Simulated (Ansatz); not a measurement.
NiSi$_{2}$ (fluorite type, space group Fm-3m)

```
CELL_PARAMETERS angstrom
      0.00000     2.72203     2.72203
      2.72203     0.00000     2.72203
      2.72203     2.72203     0.00000
ATOMIC_POSITIONS crystal
  Ni 0.00000 0.00000 0.00000
  Si 0.25000 0.25000 0.25000
  Si 0.75000 0.75000 0.75000
```

Equation-of-state scan: isotropic scaling of the cell above, V₀ being its volume. Symmetry pins the atoms to their sites.

Calculation: PBE (plane waves to 420 eV, PAW, scalar-relativistic; Ansatz, a quantum-chemistry and plane-wave program). k mesh 15×15×15 (Γ-centred), Fermi-Dirac smearing 0.05 eV. Compression counts positive. NiSi2 is run without spin polarisation. NiSi2 was relaxed with its symmetry unable to fall. The PAW data are Ansatz's earlier set.

At one point of the scan the stress tensor (GPa) is:

```
   -4.0      0.0      0.0
    0.0     -4.0      0.0
    0.0      0.0     -4.0
```

**Question.** Which point is it?
(A) V/V₀ = 1.015
(B) V/V₀ = 1.030
(C) V/V₀ = 1.045
(D) V/V₀ = 1.060

**Answer.** B, V/V₀ = 1.030

(A scan under strain: stresses follow from slopes of the energy per volume, elastic moduli from its curvatures.)
